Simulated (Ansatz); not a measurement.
# O-17 NMR of the central transition in LiH2ClO

Cell: an entry of the Crystallography Open Database (COD), its atoms then relaxed with PBE in this cell.

```cif
data_LiH2ClO
_symmetry_space_group_name_H-M 'Cmcm'
_symmetry_Int_Tables_number 63
_cell_length_a 7.5835
_cell_length_b 7.6807
_cell_length_c 7.6235
_cell_angle_alpha 90.000
_cell_angle_beta 90.000
_cell_angle_gamma 90.000
loop_
_atom_site_label
_atom_site_type_symbol
_atom_site_symmetry_multiplicity
_atom_site_Wyckoff_symbol
_atom_site_fract_x
_atom_site_fract_y
_atom_site_fract_z
Li1 Li 4 c 0.5000 0.8209 0.2500
Li3 Li 4 a 0.0000 0.0000 0.5000
H H 16 h 0.6012 0.8165 0.5716
Cl Cl 8 g 0.2396 0.0288 0.2500
O O 8 f 0.5000 0.7662 0.5072
```

One atom of each set is listed; the run and its k-mesh use a cell of 20 atoms with edges of 5.40, 5.40, 7.62 Å.

Method: Kohn–Sham DFT in Ansatz, PBE, plane waves and PAW, scalar-relativistic, 420 eV cutoff, Γ-centred 4×4×3 k-points, Fermi–Dirac smearing 0.02 eV.

O-17 has I = 5/2 and Q = -25.58 mb (Pyykkö 2018); at 28.2 T its Larmor frequency is ν₀ = 162.8 MHz. Only the quadrupole interaction is simulated: positions count from each site's isotropic chemical shift, and J coupling is left out, as are shift anisotropy and dipolar coupling, which fast spinning averages.

Question: Give C_Q, η, the quadrupolar product P_Q = |C_Q|(1 + η²/3)^½, the second-order isotropic shift and the breadth of the pattern (fast magic-angle spinning) for each O site.

Answer: 

```tsv
site	first shell	C_Q (MHz)	η	P_Q (MHz)	δ_QIS (ppm)	breadth (kHz)
O	2 H at 0.99 Å, 2 Li at 2.01–2.05 Å	8.29	0.75	9.02	-18.4	6.85
```

δ_QIS = −(ν_Q²/30ν₀²)[I(I+1) − 3/4](1 + η²/3) × 10⁶ ppm with ν_Q = 3|C_Q|/[2I(2I−1)]; it falls as 1/B₀² in ppm, and the breadth as 1/B₀ in kHz.

The entry's hydrogen positions were far off; the other atoms hardly move on relaxation.

The relaxation (6 steps) took 60 s of wall time (60 s of CPU time) and 0.52 GiB at its peak, on 1 thread of Arm Neoverse V1 (aarch64; 28 cores open to the job, memory cap 2.5 GiB, no GPU), a shared host with a load of 0.9 a core.
